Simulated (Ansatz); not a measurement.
Strain and the gap of Li₂ClF (ordering on rocksalt)

Li₂ClF as one 4-atom ordering (R-3m) on the rocksalt lattice, relaxed with r2SCAN in the PAW code Ansatz. Space group R-3m (No. 166), trigonal; a = 3.288 Å, c = 15.791 Å in the conventional setting, 12.32 Å³ an atom. F is surrounded by 6 Li at 2.20 Å; Cl is surrounded by 6 Li at 2.44 Å; Li is surrounded by 3 F at 2.20 Å and 3 Cl at 2.44 Å.

The axes x, y and z are those of this cell:
```yaml
crystal:
  lattice:
    - [1.64380, 0.94905, 5.26376]
    - [-1.64380, 0.94905, 5.26376]
    - [0.00000, -1.89810, 5.26376]
  atoms:
    - { symbol: F, position: [0.00000, 0.00000, 0.00000] }
    - { symbol: Cl, position: [0.50000, 0.50000, 0.50000] }
    - { symbol: Li, position: [0.26336, 0.26336, 0.26336] }
    - { symbol: Li, position: [0.73664, 0.73664, 0.73664] }
```

Unstrained: With PBE the gap is 4.865 eV and direct, at Γ. r2SCAN gives a direct gap of 5.567 eV at Γ. HSE06 gives a direct gap of 6.308 eV at Γ. Meshes: PBE 10×10×10, r2SCAN 10×10×10, HSE06 6×6×6. Strains are changes of length per length. After each strain the atoms were relaxed again with r2SCAN within the symmetry that the strain leaves, so tilts or polar shifts that break it weren't tested; points keep the names that they have in the unstrained zone. Simulation only: spin-unpolarised, and no claim that this is the phase found in nature.

Changes of the least gap in eV (an overlap counts as a negative gap):
```csv
strain,volume change (%),space group,PBE,r2SCAN,HSE06,"energy rise, r2SCAN (meV/atom)"
"biaxial -1.65 % in x and y, z held",-3.3,R-3m,-0.057,-0.063,-0.054,2.7
isotropic -1.14 % on every length,-3.4,R-3m,+0.038,+0.035,+0.043,2.2
```

Biaxial -1.65 % in x and y, z held. HSE06: the gap goes from 6.308 to 6.254 eV (-0.054 eV). Stress change with r2SCAN, compression positive: xx +2.22, yy +2.22, zz +0.75 GPa.

Isotropic -1.14 % on every length. HSE06: the gap goes from 6.308 to 6.351 eV (+0.043 eV). Stress change with r2SCAN, compression positive: xx +1.79, yy +1.79, zz +1.62 GPa. For HSE06, dE_g/d ln V = -1.3 eV over this step.
